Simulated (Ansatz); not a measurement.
A generated cell, not matched to a known phase here, of SrZnCd3: I4mm (No. 107), tI10; a = 4.472 Å, b = 4.472 Å, c = 12.011 Å, α = 90.00°, β = 90.00°, γ = 90.00°; Sr 2a (0.000, 0.000, 0.006); Zn 2a (0.000, 0.000, 0.613); Cd 4b (0.000, 0.500, 0.243); Cd 2a (0.000, 0.000, 0.395). Method: PBEsol (plane waves to 420 eV, PAW, scalar-relativistic; Ansatz, a first-principles code). Element references, the lowest calculated here: Sr (Fm-3m), Zn (P6₃/mmc), Cd (P6₃/mmc).

Total energies (eV/atom, σ → 0; comparable only within this code, potentials and settings):

| phase | E (eV/atom) |
|---|---|
| SrZnCd3 (I4mm) | -6265.298 |
| Sr (Fm-3m) | -3492.214 |
| Zn (P6₃/mmc) | -3280.905 |
| Cd (P6₃/mmc) | -8184.063 |

**Question.** What is the formation energy of this I4mm form of SrZnCd3 from the elements?

**Answer.** E_f = -6265.298 − [1 × (-3492.214) + 1 × (-3280.905) + 3 × (-8184.063)] / 5 = -0.24 eV/atom (-1.2 eV per formula unit).

A lower structure of this composition may exist, and whether it forms at all is not checked here.

Static energies, no anion corrections, no zero-point energy. Values are rounded to 0.01 eV/atom. Not shown to be the ambient phase of their composition (a lower form may be missing, and a cell relaxed within its start's symmetry can be a saddle point): SrZnCd3 (I4mm). The compounds carry no spin polarisation.
